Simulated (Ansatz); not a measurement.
Starting cell, Mo (bcc, W type):

```
Mo
1.0
   -3.16077     3.16077     3.16077
    1.58038    -1.58038     1.58038
    1.58038     1.58038    -1.58038
Mo
2
Direct
  0.00000   0.00000   0.00000
  0.50000   0.00000   0.00000
```

The atoms are displaced by Q × the pattern below (from a DFPT mode at N = (0.5, 0.0, 0.0), largest move 1; Q in Å), at fixed cell. (q is in reciprocal vectors of the primitive cell; the cell shown is doubled to hold the pattern.)

```
atom      x       y       z
----  -----  ------  ------
Mo1   0.000  -0.707  -0.707
Mo2   0.000   0.707   0.707
```

All values below come from PBE (plane waves to 420 eV, PAW, scalar-relativistic; Ansatz, an electronic-structure program). k mesh 21×21×21 (Γ-centred), Fermi-Dirac smearing 0.05 eV. The energy includes the smearing's −TS. Compression counts positive. Left out: 2 of 13 points, with atoms too close for the PAW data. With partly filled bands, energies and forces of such displacements shift with the k mesh and the smearing. Mo is run without spin polarisation. Mo was relaxed with its symmetry unable to fall. The PAW data are Ansatz's earlier set. The zero of ΔE is the undisplaced structure.

```json
[
 {"Q (Å)": "-0.233", "ΔE (eV/cell)": "1.233", "P (GPa)": "25.7", "−dE/dQ from forces (eV/Å)": "?"},
 {"Q (Å)": "-0.187", "ΔE (eV/cell)": "0.785", "P (GPa)": "?", "−dE/dQ from forces (eV/Å)": "8.356"},
 {"Q (Å)": "-0.140", "ΔE (eV/cell)": "0.446", "P (GPa)": "9.3", "−dE/dQ from forces (eV/Å)": "6.214"},
 {"Q (Å)": "-0.093", "ΔE (eV/cell)": "0.203", "P (GPa)": "4.2", "−dE/dQ from forces (eV/Å)": "4.245"},
 {"Q (Å)": "-0.047", "ΔE (eV/cell)": "?", "P (GPa)": "?", "−dE/dQ from forces (eV/Å)": "2.199"},
 {"Q (Å)": "0.000", "ΔE (eV/cell)": "0.000", "P (GPa)": "0.0", "−dE/dQ from forces (eV/Å)": "0.000"},
 {"Q (Å)": "0.047", "ΔE (eV/cell)": "?", "P (GPa)": "?", "−dE/dQ from forces (eV/Å)": "-2.199"},
 {"Q (Å)": "0.093", "ΔE (eV/cell)": "0.203", "P (GPa)": "4.2", "−dE/dQ from forces (eV/Å)": "-4.245"},
 {"Q (Å)": "0.140", "ΔE (eV/cell)": "0.446", "P (GPa)": "9.3", "−dE/dQ from forces (eV/Å)": "-6.214"},
 {"Q (Å)": "0.187", "ΔE (eV/cell)": "0.785", "P (GPa)": "?", "−dE/dQ from forces (eV/Å)": "-8.356"},
 {"Q (Å)": "0.233", "ΔE (eV/cell)": "1.233", "P (GPa)": "25.7", "−dE/dQ from forces (eV/Å)": "?"}
]
```

**Question.** Fill in the missing entries.

**Answer.** 
- -0.233, −dE/dQ from forces (eV/Å): 10.903
- -0.187, P (GPa): 16.5
- -0.047, ΔE (eV/cell): 0.052
- -0.047, P (GPa): 1.1
- 0.047, ΔE (eV/cell): 0.052
- 0.047, P (GPa): 1.1
- 0.187, P (GPa): 16.5
- 0.233, −dE/dQ from forces (eV/Å): -10.903

(For displaced atoms, the force is minus the slope of the energy, and its curvature is a force constant, which sets phonon frequencies.)
